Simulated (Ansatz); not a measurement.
A relaxation computed with Ansatz, from input to last step.

```yaml
crystal:
  lattice:
    - [0.0, 3.293564048, 3.293564048]
    - [3.293564048, 0.0, 3.293564048]
    - [3.293564048, 3.293564048, 0.0]
  atoms:
    - { symbol: "Y", position: [0.25, 0.25, 0.25] }
    - { symbol: "Y", position: [0.75, 0.75, 0.75] }
    - { symbol: Hf, position: [0.0, 0.0, 0.0] }
basis:
  ecutwfc: 420
kpoints:
  mp_grid: { grid: [4, 4, 4] }
hamiltonian:
  xc: pbe
scf:
  occupations: { method: gaussian, width: 0.1 }
  lower_state_search: "off"
output:
  forces: true
  stress: true
  eigenvalues: true
relax:
  adjacent_minimum: "off"
  f_tol: 0.04
  max_steps: 70
  cell: { stress_tol: 0.4 }
```

```bash
ansatz run input.yaml --threads 1 --pin off --max-ram 2560MiB --backend cpu --events-out ev --progress --plain --runs-dir out
```

Level of theory: Ansatz 0.2.0, DFT PBE, scalar-relativistic, plane waves, PAW.

Of 6 frames 6 are shown, positions in Å and forces in eV/Å; the SCF threshold varies from step to step. Steps run on the plane waves of an earlier cell, with a Pulay correction in the pressure. The basis is chosen afresh for the last frame, the zero of the energies, and at times for earlier ones too; energy and pressure step there, also at an unchanged geometry. Here that happened at step 6 (-3 meV/atom, 0.2 GPa); the frames before carry an error of that size.

```xyz
3
Lattice="0.0000 3.2936 3.2936 3.2936 0.0000 3.2936 3.2936 3.2936 0.0000" Properties=species:S:1:pos:R:3:forces:R:3 pbc="T T T" step=1 free_energy_over_end_meV_per_atom=536.88 pressure_GPa=22.94
Y     1.6468    1.6468    1.6468    0.0000    0.0000    0.0000
Y     4.9403    4.9403    4.9403    0.0000    0.0000    0.0000
Hf    0.0000    0.0000    0.0000    0.0000    0.0000    0.0000
3
Lattice="0.0000 3.4541 3.4541 3.4541 0.0000 3.4541 3.4541 3.4541 0.0000" Properties=species:S:1:pos:R:3:forces:R:3 pbc="T T T" step=2 free_energy_over_end_meV_per_atom=168.41 pressure_GPa=10.52
Y     1.7271    1.7271    1.7271    0.0000    0.0000    0.0000
Y     5.1812    5.1812    5.1812    0.0000    0.0000    0.0000
Hf    0.0000    0.0000    0.0000    0.0000    0.0000    0.0000
3
Lattice="0.0000 3.6174 3.6174 3.6174 0.0000 3.6174 3.6174 3.6174 0.0000" Properties=species:S:1:pos:R:3:forces:R:3 pbc="T T T" step=3 free_energy_over_end_meV_per_atom=14.67 pressure_GPa=2.30
Y     1.8087    1.8087    1.8087    0.0000    0.0000    0.0000
Y     5.4262    5.4262    5.4262    0.0000    0.0000    0.0000
Hf    0.0000    0.0000    0.0000    0.0000    0.0000    0.0000
3
Lattice="0.0000 3.6689 3.6689 3.6689 0.0000 3.6689 3.6689 3.6689 0.0000" Properties=species:S:1:pos:R:3:forces:R:3 pbc="T T T" step=4 free_energy_over_end_meV_per_atom=3.42 pressure_GPa=0.42
Y     1.8345    1.8345    1.8345    0.0000    0.0000    0.0000
Y     5.5034    5.5034    5.5034    0.0000    0.0000    0.0000
Hf    0.0000    0.0000    0.0000    0.0000    0.0000    0.0000
3
Lattice="0.0000 3.6820 3.6820 3.6820 0.0000 3.6820 3.6820 3.6820 0.0000" Properties=species:S:1:pos:R:3:forces:R:3 pbc="T T T" step=5 free_energy_over_end_meV_per_atom=3.00 pressure_GPa=-0.02
Y     1.8410    1.8410    1.8410    0.0000    0.0000    0.0000
Y     5.5229    5.5229    5.5229    0.0000    0.0000    0.0000
Hf    0.0000    0.0000    0.0000    0.0000    0.0000    0.0000
3
Lattice="0.0000 3.6820 3.6820 3.6820 0.0000 3.6820 3.6820 3.6820 0.0000" Properties=species:S:1:pos:R:3:forces:R:3 pbc="T T T" step=6 free_energy_over_end_meV_per_atom=0.00 pressure_GPa=0.20
Y     1.8410    1.8410    1.8410    0.0000    0.0000    0.0000
Y     5.5229    5.5229    5.5229    0.0000    0.0000    0.0000
Hf    0.0000    0.0000    0.0000    0.0000    0.0000    0.0000
```

The start puts this composition into another compound's structure type, which needn't suit it. The cell swells from 23.8 to 33.3 Å³ an atom, so the end can be far from any stable crystal. At the end the space group is Fm-3m (tolerance 0.05 Å).

Time: 8.3 s on 1 thread of Arm Neoverse V2 (shared host), peak memory 0.36 GiB.

The k mesh is coarse. Spin–orbit coupling is left out, which can shift energies with elements as heavy as these.